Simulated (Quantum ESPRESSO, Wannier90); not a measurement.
**Li2Se (anti-fluorite): Wannier90 run**

```yaml
crystal:
  lattice:
    - [0.00000, 2.97605, 2.97605]
    - [2.97605, 0.00000, 2.97605]
    - [2.97605, 2.97605, 0.00000]
  atoms:
    - { symbol: Li, position: [0.75000, 0.75000, 0.75000] }
    - { symbol: Li, position: [0.25000, 0.25000, 0.25000] }
    - { symbol: Se, position: [0.00000, 0.00000, 0.00000] }
```

Materials Project entry mp-2286; symmetrised, unrelaxed at this level. COD (Crystallography Open Database) has an entry of this formula and space group (matched by these alone). Computed values, not measurements, from PBE: Quantum ESPRESSO (norm-conserving PseudoDojo potentials, cutoff 69 Ry, no spin polarisation, no spin-orbit coupling) on a Γ-centred 10×10×10 mesh, then Wannier90. Density: 10×10×10 mesh, cold smearing 0.01 Ry. Spin-orbit coupling, left out, would split the p-like bands by a few tenths of an eV.

The plane-wave run has 28 bands and 22 electrons a cell. On the energy scale of pw.x, whose zero is arbitrary, the valence-band maximum lies at 3.82 eV.

Isolated groups of bands, relative to the valence-band maximum (bands from 12 on overlap up to the last one computed):

```tsv
bands	from (eV)	to (eV)	filling	weight on atomic waves
1–5	-45.70	-45.69	filled	Se 3d 100 %
6–7	-44.64	-44.61	filled	Li 1s 99 %
8	-11.46	-10.96	filled	Se 4s 85 %, Li 2s 14 %
9–11	-2.99	0.00	filled	Se 4p 89 %, Li 2s 7 %
```

Input w.win, without the blocks of cell, atoms and k-points (1000 lines):

```
num_bands = 21
num_wann = 12
exclude_bands = 1-7
num_iter = 800
conv_tol = 1.0e-6
conv_window = 4
dis_num_iter = 1000
dis_conv_tol = 1.0e-6
dis_froz_max = 8.28
dis_win_max = 17.76
write_hr = true
write_u_matrices = true
begin projections
f=-0.24644,-0.25283,-0.26180: s;p
f=0.26085,0.25403,0.24688: s;p
f=0.00174,0.00470,0.00765: s;p
end projections
mp_grid = 10 10 10
```

wannier90.x stops with:
```
dis_windows: Energy window contains fewer states than number of target WFs
```
At some k-point the outer window holds fewer bands than num_wann, so no subspace of that size can be extracted. Mended as below, all else unchanged, the run goes through (Ω_I = 14.7 Å²) and follows the plane-wave bands to 5.5 meV rms (states up to 4.0 eV relative to the valence-band maximum).
Remove the line dis_win_max = 17.76.
